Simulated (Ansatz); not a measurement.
Relaxed Bi2Se3 (Bi2Te3 type, space group R-3m):

```
Bi2Se3
1.0
    2.07216     1.19636     9.48267
   -2.07216     1.19636     9.48267
    0.00000    -2.39272     9.48267
Bi Se
2 3
Direct
  0.40087   0.40087   0.40087
  0.59913   0.59913   0.59913
  0.00000   0.00000   0.00000
  0.21052   0.21052   0.21052
  0.78948   0.78948   0.78948
```

All values below come from PBE-D3(BJ) (plane waves to 420 eV, PAW, scalar-relativistic; Ansatz, a program for electronic structure). k mesh 8×8×8 (Γ-centred), Fermi-Dirac smearing 0.05 eV. Bi2Se3 was relaxed with its symmetry unable to fall. Spin-orbit coupling is left out, though Bi is heavy.

One atom of the cell was then moved (with its periodic images), all else fixed, and the forces (eV/Å) came out as:

| atom | Fx | Fy | Fz |
|---|---|---|---|
| Bi1 | -0.104 | 0.060 | -0.053 |
| Bi2 | 0.680 | -0.392 | 0.891 |
| Se3 | 0.258 | -0.149 | 0.113 |
| Se4 | -0.960 | 0.554 | -1.009 |
| Se5 | 0.126 | -0.073 | 0.058 |

Question: Which atom was moved, and by which vector (Å)?

Answer: Se4, by (0.17, -0.10, 0.13), 0.23 Å in all.

(A displaced cell: forces are minus the slopes of the energy, force constants its curvatures, and phonons follow from these.)
